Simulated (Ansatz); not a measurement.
SiNi (rock salt, Fm-3m) at seven volumes, PBE in the plane-wave PAW code Ansatz, scaled uniformly. One row is withheld.

```csv
V (Å³/atom),P (GPa)
12.115,16.41
12.514,?
12.913,4.59
13.313,0.00
13.712,-3.89
14.112,-7.19
14.511,-9.98
```

### Question
Fit the shown pressures and predict the withheld one.

### Answer
P = (3/2)B₀(x^(7/2) − x^(5/2))[1 + (3/4)(B′ − 4)(x − 1)] with x = (V₀/V)^(2/3). Least squares on the six rows gives V₀ = 13.313 Å³/atom, B₀ = 141 GPa, B′ = 4.52. At V = 12.514, x = 1.0421 and P = 10.04 GPa. The run itself gave 10.01 GPa.

The cell is a constructed one: a structure type filled with these elements; neither database checked (COD, Materials Project) lists it. It is not the phase usual at ambient conditions (space group No. 62). Symmetry was held in the PBE relaxation. At this level the phase is mechanically unstable. The workflow began spin-polarised and lost its moments.

Potentials: the later of the program's two PAW sets.
